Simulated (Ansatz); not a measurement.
MnZn₃ (Cu3Au type, space group No. 221) at seven volumes, the program Ansatz at the r²SCAN level (PAW), scaled uniformly. One row is withheld.

```tsv
V (Å³/atom)	P (GPa)
12.577	11.71
12.991	7.05
13.406	3.16
13.821	0.00
14.235	-2.67
14.650	-4.94
15.064	?
```

Question: Fit the shown pressures and predict the withheld one.

Answer: P = (3/2)B₀(x^(7/2) − x^(5/2))[1 + (3/4)(B′ − 4)(x − 1)] with x = (V₀/V)^(2/3). Least squares on the six rows gives V₀ = 13.817 Å³/atom, B₀ = 97.7 GPa, B′ = 5.13. At V = 15.064, x = 0.9440 and P = -6.77 GPa. The run itself gave -6.76 GPa.

Space group Pm-3m (Cu3Au type). The workflow started from an entry of the Crystallography Open Database (COD). Its standing as an ambient phase is unchecked. The cell was relaxed with r²SCAN under the symmetry of its start; whether a distortion lowers the energy is not shown. Spin order of the final state: ferromagnetic, the only order run, not a proven ground state. The cell computed holds one magnetic atom, so no antiferromagnetic order was within reach. Other orbital occupations within this spin state were not tried.

Potentials: the later of the program's two PAW sets.
